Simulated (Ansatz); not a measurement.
input.yaml

```yaml
crystal:
  lattice:
    - [3.814220032, 0.0, 0.0]
    - [-1.907110016, 3.3032114433, 0.0]
    - [0.0, 0.0, 6.2660920865]
  atoms:
    - { symbol: Ca, position: [0.3333333333, 0.6666666667, 0.25] }
    - { symbol: Ca, position: [0.6666666667, 0.3333333333, 0.75] }
basis:
  ecutwfc: 500
kpoints:
  mp_grid: { grid: [12, 12, 8] }
hamiltonian:
  xc: r2scan
scf:
  occupations: { method: gaussian, width: 0.1 }
output:
  forces: true
  stress: true
  eigenvalues: true
relax:
  adjacent_minimum: "off"
  f_tol: 0.01
  max_steps: 30
  cell: { stress_tol: 0.1, fix: [volume] }
```

Launched with
```bash
ansatz run input.yaml --threads 1 --pin off --max-ram 2560MiB --backend cpu --events-out ev --progress --plain --runs-dir out
```

The calculation used DFT r2SCAN, scalar-relativistic, plane waves, PAW in Ansatz 0.2.0.

Part of what the program printed, abridged:

```
Pseudopotentials: kind: paw
Pseudopotential: Ca, paw, valence charge 10, recommended cutoff 500 eV (meta_gga)
Functional definition: r2SCAN
Crystal: 2 atoms, lattice volume = 78.948 Å³
Basis set: ecut = 500 eV, 1973 PW (Γ), exchange–correlation on 120×120×192 points (64 copies of the dense FFT grid, shifted against one another)
Bands: 14, of which v1, the nominal top of the filled ones, is band 10 counted from 1 (9 counted from 0)
Symmetry: 24 space group operations
Space group: P63/mmc (ITA 194), of the structure as read, at distance tolerance 4.3e-5 Å
k-points: 95 of 1152
Initial density: superposition of atomic densities (neutral atoms: chi_scale 0, normalization atom), corrected by the library's trained network
Initial wavefunctions: pseudopotential atomic-orbital guess
Functional: x = r2scan, c = r2scan; τ floored in thin density (d = 2e-4 eV/Å³)
SCF iter   1: F=—  HF=-3643.251403 eV  |F-HF|=—  |Δ(HF+E_count)|=         —  Δρ=4.87e-3  dr2=2.23e-2  dr2_τ=2.75e-3  ethr=1.77e-3  ⟨swp⟩=6.9  Hψ=8413  notcnv=0
SCF iter   2: F=—  HF=-3643.295254 eV  |F-HF|=—  |Δ(HF+E_count)|=   4.39e-2  Δρ=2.74e-3  dr2=8.93e-3  dr2_τ=1.31e-4  ethr=1.11e-4  ⟨swp⟩=2.1  Hψ=3117  notcnv=0
SCF iter   3: F=—  HF=-3643.294260 eV  |F-HF|=—  |Δ(HF+E_count)|=   9.93e-4  Δρ=7.25e-4  dr2=8.86e-4  dr2_τ=3.84e-5  ethr=4.46e-5  ⟨swp⟩=3.0  Hψ=2473  notcnv=0
SCF iter   4: F=—  HF=-3643.294203 eV  |F-HF|=—  |Δ(HF+E_count)|=   5.71e-5  Δρ=1.35e-4  dr2=6.79e-6  dr2_τ=1.90e-6  ethr=4.43e-6  ⟨swp⟩=3.0  Hψ=2345  notcnv=0
SCF iter   5: F=—  HF=-3643.294211 eV  |F-HF|=—  |Δ(HF+E_count)|=   7.93e-6  Δρ=2.01e-5  dr2=3.01e-7  dr2_τ=5.28e-8  ethr=3.40e-8  ⟨swp⟩=2.0  Hψ=2304  notcnv=0
SCF iter   6: F=-3643.294212 eV  HF=-3643.294212 eV  |F-HF|=4.95e-9  |Δ(HF+E_count)|=   4.82e-7  Δρ=4.32e-6  dr2=1.04e-8  dr2_τ=1.45e-9  ethr=5.00e-10  ⟨swp⟩=5.5  Hψ=6683  notcnv=0
SCF 1 converged in 6 iterations: F = -3643.294212 eV  dr2 = 1.04e-8
relax step   1: F+E_penalty+E_count = -3643.29421167 eV  Δ(F+E_penalty+E_count) = +0.000e0 eV  max|allowed force component| = 3.585e-17 eV/Å  Δτ_max = 0.0000 Å  P = +1.950 GPa  Ω = 78.948 Å³  fix = [volume]  reactions: volume +1.950 GPa (6 SCF iters, dr2 threshold 1.00e-7 eV, accepted)
Initial density: handed on by an earlier stage of this run
Initial wavefunctions: those handed on with the density
SCF iter   1: F=—  HF=-3643.294208 eV  |F-HF|=—  |Δ(HF+E_count)|=         —  Δρ=5.58e-5  dr2=1.47e-6  dr2_τ=5.31e-5  ethr=3.36e-8  ⟨swp⟩=3.1  Hψ=10710  notcnv=0
SCF iter   2: F=—  HF=-3643.294310 eV  |F-HF|=—  |Δ(HF+E_count)|=   1.02e-4  Δρ=2.85e-5  dr2=9.27e-7  dr2_τ=5.70e-8  ethr=7.34e-9  ⟨swp⟩=2.0  Hψ=2329  notcnv=0
SCF iter   3: F=—  HF=-3643.294310 eV  |F-HF|=—  |Δ(HF+E_count)|=   3.23e-7  Δρ=1.60e-5  dr2=3.52e-7  dr2_τ=2.61e-9  ethr=4.64e-9  ⟨swp⟩=1.0  Hψ=1330  notcnv=0
SCF iter   4: F=-3643.294310 eV  HF=-3643.294310 eV  |F-HF|=1.60e-9  |Δ(HF+E_count)|=   6.31e-8  Δρ=1.99e-6  dr2=2.96e-9  dr2_τ=3.54e-10  ethr=1.78e-10  ⟨swp⟩=2.6  Hψ=5071  notcnv=0
SCF 2 converged in 4 iterations: F = -3643.294310 eV  dr2 = 2.96e-9
relax step   2: F+E_penalty+E_count = -3643.29431038 eV  Δ(F+E_penalty+E_count) = -9.870e-5 eV  max|allowed force component| = 1.503e-17 eV/Å  Δτ_max = 0.0000 Å  P = +1.946 GPa  Ω = 78.948 Å³  energy of the carried Pulay correction = +1.580e-7 eV  fix = [volume]  reactions: volume +1.946 GPa (4 SCF iters, dr2 threshold 3.56e-8 eV, accepted)
Initial wavefunctions: pseudopotential atomic-orbital guess (no wavefunctions were taken with the density)
SCF iter   1: F=—  HF=-3643.294310 eV  |F-HF|=—  |Δ(HF+E_count)|=         —  Δρ=2.78e-6  dr2=3.07e-9  dr2_τ=1.74e-9  ethr=4.69e-8  ⟨swp⟩=3.1  Hψ=12669  notcnv=0
SCF iter   2: F=—  HF=-3643.294312 eV  |F-HF|=—  |Δ(HF+E_count)|=   1.28e-6  Δρ=1.63e-6  dr2=1.30e-9  dr2_τ=3.80e-10  ethr=1.53e-11  ⟨swp⟩=2.3  Hψ=2341  notcnv=0
SCF iter   3: F=-3643.294312 eV  HF=-3643.294312 eV  |F-HF|=1.73e-11  |Δ(HF+E_count)|=  6.37e-10  Δρ=3.17e-7  dr2=1.56e-11  dr2_τ=2.97e-11  ethr=1.00e-12  ⟨swp⟩=3.5  Hψ=6370  notcnv=0
SCF 3 converged in 3 iterations: F = -3643.294312 eV  dr2 = 1.56e-11
SCF converged after 3 iterations
Free energy (F): -3643.294312 eV
Harris-Foulkes:  -3643.294312 eV  (|F-HF|=1.73e-11)
Internal energy: -3643.284241 eV  (E = F + TS)
E sigma→0 (E₀):  -3643.289276 eV
Entropy (-TS):   -0.010071 eV (-5.035 meV/atom)
Fermi energy:    5.535679 eV
--- Per-component energies (eV) ---
  E_band       = -355.566639
  E_kinetic    = 551.759848
  E_local      = -1652.605004  (includes V_loc(G=0)·N_el)
  E_nonlocal   = 126.585439
  E_hartree    = 550.641343
  E_xc         = -270.340942
  E_vxc        = -383.301425  (∫ρ·V_xc dr)
  E_paw        = -1727.453405  (= ΣΔE_a)
  E_vpaw       = -122.433906  (= ΣTr[D̂ρ^β])
  E_aug_tail   = -0.000009  (compensation charges beyond the density's cutoff)
  E_vtau       = 23.145739  (kinetic-family band-sum trace: ∫τ·v_τ [+ j·A + Jᵃ·Aᵃ] dr)
  E_ewald      = -1221.430180
  E_core_change = -0.441331  (= ΣΔE_core)
  E_smearing   = -0.010071  (= −TS)
--- Forces (eV/Å), atoms counted from 1 ---
  atom   1  Ca     0.00000000     0.00000000     0.00000000
  atom   2  Ca     0.00000000     0.00000000     0.00000000
--- Stress (GPa, compression-positive) ---
        1.918068       0.000000       0.000000
        0.000000       1.918068       0.000000
        0.000000       0.000000       2.000811
  P = ⅓ Tr σ = 1.9456 GPa (19.456 kbar)
--- Band table (eV; the first three rows and the last of 95) ---
  k-point 0: bands = ["-38.1634", "-38.1444", "-18.3528", "-18.2057", "-18.2057", "-18.1819", "-18.1819", "-18.1704", "1.0384", "4.4441", "5.1774", "8.1891", "8.2212", "8.2212"]
  k-point 1: bands = ["-38.1627", "-38.1451", "-18.3460", "-18.2048", "-18.2048", "-18.1829", "-18.1829", "-18.1775", "1.1123", "4.0255", "5.5586", "8.1115", "8.1998", "8.1998"]
  k-point 2: bands = ["-38.1606", "-38.1472", "-18.3266", "-18.2022", "-18.2022", "-18.1976", "-18.1854", "-18.1854", "1.3312", "3.3754", "6.1135", "7.8887", "8.1676", "8.1676"]
  k-point 94: bands = ["-38.1387", "-38.1387", "-18.3254", "-18.3254", "-18.2940", "-18.2940", "-18.2078", "-18.2078", "5.6318", "5.6318", "5.9298", "5.9298", "6.1828", "6.1828"]
--- Relaxed structure (2 steps of the walk, 2 accepted, 1 SCFs on fresh bases) ---
  F+E_penalty+E_count = -3643.29431166 eV   max|allowed force component| = 2.313e-18 eV/Å   (the final SCF, on the basis selected at the relaxed cell)
  cell:  # Å, volume = 78.9476 Å³
    - [3.81130491, 0.0, 0.0]
    - [-1.90565245, 3.30068687, 0.0]
    - [0.0, 0.0, 6.27568114]
  atoms:
    - { symbol: Ca, position: [0.33333333, 0.66666666, 0.25] }
    - { symbol: Ca, position: [0.66666666, 0.33333333, 0.75000000] }
```

The relaxation met its thresholds.

It took 36 s on 1 thread of Oxide Virtual Turin-like Processor (Zen 5), on a shared host, peak memory 0.65 GiB.